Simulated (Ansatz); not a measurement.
TlI:
```
TlI
1.0
    4.24541     0.00000     0.00000
    0.00000     4.24541     0.00000
    0.00000     0.00000     4.24541
Tl I
1 1
Direct
  0.00000   0.00000   0.00000
  0.50000   0.50000   0.50000
```

DFT-r²SCAN+D4 in the program Ansatz with PAW potentials gives a gap of 2.07 eV without spin–orbit coupling, maximum on the Γ–R line, 34 % of the way from Γ, minimum at R.

Q: What happens when spin–orbit coupling is switched on?

A: The gap drops by 0.87 eV, to 1.20 eV; maximum at X, minimum at R.

Q: Give the electron effective mass with spin–orbit coupling.

A: 0.28 mₑ (isotropic).

Q: Give the hole effective mass with spin–orbit coupling.

A: 0.34, 0.34, 0.46 mₑ (principal values).

Space group Pm-3m (CsCl type). The first step of the workflow began from a Materials Project structure, measured or hypothetical; the Crystallography Open Database files this formula in space group No. 221, but the cells were not matched. Whether it is the stable phase at ambient conditions was not checked. The cell was relaxed with r²SCAN+D4 under the symmetry of its start; its stability against distortions is not shown here.

Potentials: the later of the program's two PAW sets.
